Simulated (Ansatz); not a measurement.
A distorted cell of TiAl (CuAu type, space group P4/mmm):

```
CELL_PARAMETERS angstrom
      2.81297     0.00000     0.00000
      0.00000     2.81297     0.00000
      0.00000     0.00000     4.05847
ATOMIC_POSITIONS crystal
  Al 0.50000 0.50000 0.50000
  Ti 0.91202 0.91202 0.17248
```

Computed with r2SCAN (plane waves to 500 eV, PAW, scalar-relativistic; Ansatz, a quantum-chemistry and plane-wave program). k mesh 13×13×9 (Γ-centred), Fermi-Dirac smearing 0.05 eV. E stands for the smeared free energy. Stress and pressure are positive under compression. With partly filled bands, energies and forces of such displacements shift with the k mesh and the smearing. TiAl is run without spin polarisation. TiAl was relaxed with its symmetry unable to fall.

Problem. What forces act on the atoms (eV/Å, Cartesian)?

Solution. 
```
atom      Fx      Fy      Fz
----  ------  ------  ------
Al1   -2.972  -2.972   6.601
Ti2    2.972   2.972  -6.601
```

Problem. Give the stress tensor in GPa and the pressure.

Solution. 
```
   29.0      6.1    -17.5
    6.1     29.0    -17.5
  -17.5    -17.5     26.0
```
The pressure, a third of the trace, is 28.0 GPa.

Problem. In it atom 2 sits (-0.247, -0.247, 0.700) Å away from its relaxed site. What is its energy relative to the relaxed cell?

Solution. 2467 meV/cell.

(A displaced cell: forces are minus the slopes of the energy, force constants its curvatures, and phonons follow from these.)
